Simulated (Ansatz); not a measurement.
KBr (rock salt)

```yaml
crystal:
  lattice:
    - [0.00000, 6.70523, 6.70523]
    - [3.35261, 0.00000, 3.35261]
    - [3.35261, 3.35261, 0.00000]
  atoms:
    - { symbol: Br, position: [0.00000, 0.00000, 0.00000] }
    - { symbol: Br, position: [0.50000, 0.00000, 0.00000] }
    - { symbol: K, position: [0.25000, 0.50000, 0.50000] }
    - { symbol: K, position: [0.75000, 0.50000, 0.50000] }
```

The atoms are displaced by Q × the pattern below (from a DFPT mode at L = (0.5, 0.0, 0.0), largest move 1; Q in Å), at fixed cell. It is one choice among 2 degenerate patterns. (q is in reciprocal vectors of the primitive cell; the cell shown is doubled to hold the pattern.)

```tsv
atom	x	y	z
Br1	-0.285	0.520	-0.805
Br2	0.285	-0.520	0.805
```

Atoms not listed stay in place.

Calculation: PBE (plane waves to 420 eV, PAW, scalar-relativistic; Ansatz, a quantum-chemistry and plane-wave program). k mesh 9×9×9 (Γ-centred), Fermi-Dirac smearing 0.05 eV. Energies are smeared free energies. KBr was relaxed with its symmetry unable to fall. ΔE is measured from the undisplaced structure.

| Q (Å) | ΔE (meV/cell) |
|---|---|
| -0.2800 | 93.0 |
| -0.2333 | 64.1 |
| -0.1867 | 40.8 |
| -0.1400 | 22.8 |
| -0.0933 | withheld |
| -0.0467 | 2.5 |
| 0.0000 | 0.0 |
| 0.0467 | 2.5 |
| 0.0933 | withheld |
| 0.1400 | 22.8 |
| 0.1867 | 40.8 |
| 0.2333 | 64.1 |
| 0.2800 | 93.0 |

Task: Fit an even polynomial form (powers 2, 4) to the given rows and predict ΔE at Q = 0.0933.

Result: Least squares on the 11 given rows: ΔE = (1157)·Q² + (370.1)·Q⁴, in meV/cell with Q in Å; root-mean-square residual 0.02 meV/cell. At 0.0933 the fit gives 10.1 meV/cell; the calculation gives 10.1 meV/cell, the same to the digits shown. The quadratic term alone would give 10.1 meV/cell.

(For displaced atoms, the force is minus the slope of the energy, and its curvature is a force constant, which sets phonon frequencies.)
